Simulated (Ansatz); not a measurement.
Relaxed PbS (rock salt):

```
CELL_PARAMETERS angstrom
      0.00000     3.00445     3.00445
      3.00445     0.00000     3.00445
      3.00445     3.00445     0.00000
ATOMIC_POSITIONS crystal
  S  0.00000 0.00000 0.00000
  Pb 0.50000 0.50000 0.50000
```

Scan: atom 2 (Pb, nearest neighbour S at 3.004 Å; its periodic images, 4.2 Å or more away, move with it) is displaced along Cartesian [111], direction (0.577, 0.577, 0.577) in Cartesian axes, by s. The other atoms stay.

The numbers are results of PBE (plane waves to 420 eV, PAW, scalar-relativistic; Ansatz, a quantum-chemistry and plane-wave program), not measurements. k mesh 8×8×8 (Γ-centred), Fermi-Dirac smearing 0.05 eV. The energy includes the smearing's −TS. PbS was relaxed with its symmetry unable to fall. Spin-orbit coupling is left out, though Pb is heavy. The zero of ΔE is the undisplaced structure.

```
s (Å)   ΔE (meV/cell)
------  -------------
-0.900       withheld
-0.720            366
-0.540            154
-0.360             42
-0.180              5
0.000               0
0.180               5
0.360              42
0.540             154
0.720             366
0.900        withheld
```

Fit an even polynomial form (powers 2, 4, 6) to the given rows and predict ΔE at s = 0.900.

Least squares on the 9 given rows: ΔE = (110.4)·s² + (1799)·s⁴ + (-1254)·s⁶, in meV/cell with s in Å; root-mean-square residual 0.2 meV/cell. At 0.900 the fit gives 603 meV/cell; the calculation gives 676 meV/cell, so the extrapolation is off by -73 (-10.8 %). The quadratic term alone would give 89 meV/cell.

(For displaced atoms, the force is minus the slope of the energy, and its curvature is a force constant, which sets phonon frequencies.)
